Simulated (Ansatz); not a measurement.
SiO₂ — quadrupolar parameters

The cell is an entry of the Crystallography Open Database (COD), taken as it stands.

```xyz
12
Lattice="4.9780 0.0000 0.0000 0.0000 4.9780 0.0000 0.0000 0.0000 6.9480" Properties=species:S:1:pos:R:3 pbc="T T T"
Si    1.4936    1.4936    0.0000
Si    0.9954    3.9826    1.7370
Si    3.4844    3.4844    3.4740
Si    3.9826    0.9954    5.2110
O     1.1935    0.5139    1.2398
O     1.9751    3.6825    2.9768
O     3.7845    4.4641    4.7138
O     3.0029    1.2955    6.4508
O     3.6825    1.9751    3.9712
O     4.4641    3.7845    2.2342
O     1.2955    3.0029    0.4972
O     0.5139    1.1935    5.7082
```

Sites (sets of like atoms) are named by element and the number of their first atom in this list.

Method: Kohn–Sham DFT in Ansatz, PBE, plane waves and PAW, scalar-relativistic, 420 eV cutoff, Γ-centred 5×5×4 k-points, Fermi–Dirac smearing 0.02 eV.

Conventions: |V_zz| ≥ |V_yy| ≥ |V_xx|, η = (V_xx − V_yy)/V_zz, C_Q = eQV_zz/h. Directions are in the Cartesian axes of the cell vectors above, for the atom listed; none is given where the gradient is under 0.02 or η is above 0.95.

Q: What field gradients does the calculation give at each kind of site?

A: 

| site | first atom | first shell | V_zz (10²¹ V/m²) | η | direction of V_zz (x, y, z) |
| --- | --- | --- | --- | --- | --- |
| Si | 1 | 4 O at 1.60–1.61 Å | -0.52 | 0.83 | -0.58 0.58 0.58 |
| O | 5 | 2 Si at 1.60–1.61 Å, angle 147° | 9.15 | 0.14 | 0.16 0.80 -0.57 |

At O V_zz runs parallel to the line that joins its two neighbours (within 1°).

The calculated pressure of 7 GPa (PBE) comes largely from the unrelaxed atoms: it is 1.2 GPa once they are relaxed in the same cell. The largest force is 0.4 eV/Å, so the atoms aren't at the calculated equilibrium and relaxing them would move these values.

Hardware: 1 thread of Intel Xeon Platinum 8488C (Sapphire Rapids) (x86_64; 64 cores open to the job, memory cap 2.5 GiB, no GPU), a shared host with a load of 0.5 a core. Wall time 12 s, CPU time 11 s, peak memory 0.54 GiB.
